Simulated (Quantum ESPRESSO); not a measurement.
Parts of the isotropic shielding in Li2O, by GIPAW with PBE in a modified build of Quantum ESPRESSO, on JTH PAW datasets, 22.5 Ha, k-mesh 5×5×5 shifted:

```
CELL_PARAMETERS angstrom
      0.00000     2.32685     2.32685
      2.32685     0.00000     2.32685
      2.32685     2.32685     0.00000
ATOMIC_POSITIONS crystal
  Li 0.75000 0.75000 0.75000
  Li 0.25000 0.25000 0.25000
  O  0.00000 0.00000 0.00000
```
Geometry: a computed entry of the Materials Project; it was not checked against measured cells. It is Li2O in Fm-3m. Stability against distortions was not tested.

The core term is that of the free atom's frozen core; the paramagnetic column sums the reconstruction terms. These are absolute shieldings with no macroscopic susceptibility term; δ = σ_ref − σ needs a reference computed alike. By our sweeps, such settings leave a few ppm in absolute σ.

```
site              core  bare (smooth current)  diamagnetic correction  paramagnetic corrections  σ_iso (ppm)
---------------  -----  ---------------------  ----------------------  ------------------------  -----------
Li (atoms 1, 2)    0.0                   11.4                    69.6                       [?]          [?]
O (atom 3)       271.1                   57.0                    26.0                       [?]          [?]
```

Question: Fill in the missing entries.

Answer: 
- Li (atoms 1, 2), paramagnetic corrections: -2.8
- Li (atoms 1, 2), σ_iso (ppm): 78.2
- O (atom 3), paramagnetic corrections: -150.4
- O (atom 3), σ_iso (ppm): 203.7
